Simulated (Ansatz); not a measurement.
# Structures of Ba₂Ir: which is lowest?

Plane-wave DFT in Ansatz with scalar-relativistic PAW potentials, cutoff 420 eV, Γ-centred meshes chosen by cell and gap, Gaussian smearing with energies taken to zero width. Every cell was relaxed (cell and atoms) in a run of its own, within the symmetry of its start. Functional: PBE.

Relaxed structures (starts from databases or built by putting these elements on another compound's sites):
A. I4_1/amd, 6 atoms in the computed cell, a = 6.140 Å, c = 13.839 Å; sites (symmetry × multiplicity) Ba 2mm. × 8, Ir -4m2 × 4; start: built
B. P6/mmm, 3 atoms in the computed cell, a = 5.385 Å, c = 3.387 Å; sites (symmetry × multiplicity) Ba -6m2 × 2, Ir 6/mmm × 1; start: built

Task: Rank them by energy. Could pressure change the order?

Result:
| structure | group | E − E(lowest) (meV/atom) | V (Å³/atom) | gap on mesh (eV) |
| --- | --- | --- | --- | --- |
| A | I4_1/amd | 0.0 | 43.48 | 0.00 |
| B | P6/mmm | 526 | 28.35 | 0.00 |

A is lowest, 526 meV/atom under B. B is denser by 15.13 Å³/atom, so pressure favours it: ΔE/ΔV, with ΔE in eV and 1 eV/Å³ = 160.2 GPa, gives about 6 GPa for equal enthalpy if both cells were rigid, a rough figure since the two compress differently. Other structures may lie lower than all of these, and vibrations aren't counted.

Spin-orbit coupling is left out, which matters for the bands of heavy elements.